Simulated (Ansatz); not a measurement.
HfS$_{2}$ (fluorite, Fm-3m) under volume change, PBE in the plane-wave PAW code Ansatz, scaled uniformly.

```tsv
V (Å³/atom)	E − E(relaxed) (meV/atom)	P (GPa)
18.383	64.0	12.12
18.989	27.1	7.51
19.595	6.5	3.50
20.201	0.0	0.00
20.807	5.8	-3.01
21.413	22.3	-5.61
22.019	47.8	-7.83
```

Question: What does a third-order Birch–Murnaghan fit give for V₀, B₀ and B′?

Answer: V₀ = 20.20 Å³/atom, B₀ = 107 GPa, B′ = 3.8.

A made-up cell: these elements were put on the sites of a structure type; neither database checked (COD, Materials Project) lists it. Whether it is the stable phase at ambient conditions was not checked. Symmetry was held in the PBE relaxation; whether a distortion lowers the energy is not shown. No spin polarisation was allowed. Scalar-relativistic: spin–orbit coupling is off unless named, which matters more the heavier the elements.

Potentials: the later of the program's two PAW sets.
